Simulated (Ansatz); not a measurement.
Input and command of a plane-wave DFT calculation in Ansatz:

```yaml
crystal:
  lattice:
    - [4.5124164363, 0.0, 0.0]
    - [0.0, 4.5124164363, 0.0]
    - [0.0, 0.0, 4.5124164363]
  atoms:
    - { symbol: Ag, position: [0.5, 0.5, 0.5] }
    - { symbol: Pd, position: [0.0, 0.0, 0.0] }
    - { symbol: S, position: [0.0, 0.5, 0.5] }
    - { symbol: S, position: [0.5, 0.0, 0.5] }
    - { symbol: S, position: [0.5, 0.5, 0.0] }
basis:
  ecutwfc: 420
kpoints:
  mp_grid: { grid: [4, 4, 4] }
hamiltonian:
  xc: pbe
scf:
  occupations: { method: gaussian, width: 0.1 }
  lower_state_search: "off"
output:
  forces: true
  stress: true
  eigenvalues: true
```

```bash
ansatz run input.yaml --threads 1 --pin off --max-ram 2560MiB --backend cpu --events-out ev --progress --plain --runs-dir out
```

Processor: Oxide Virtual Turin-like Processor (Zen 5), 1 thread, on a host shared with other jobs.

Question: Estimate time, memory and problem size.

Answer: About 4.2 s on 1 thread of Oxide Virtual Turin-like Processor (Zen 5), on a shared host, peak memory 0.38 GiB. It solves 33 bands at 10 k points (the mesh reduced by symmetry) with about 1791 plane waves, in 7 SCF iterations.
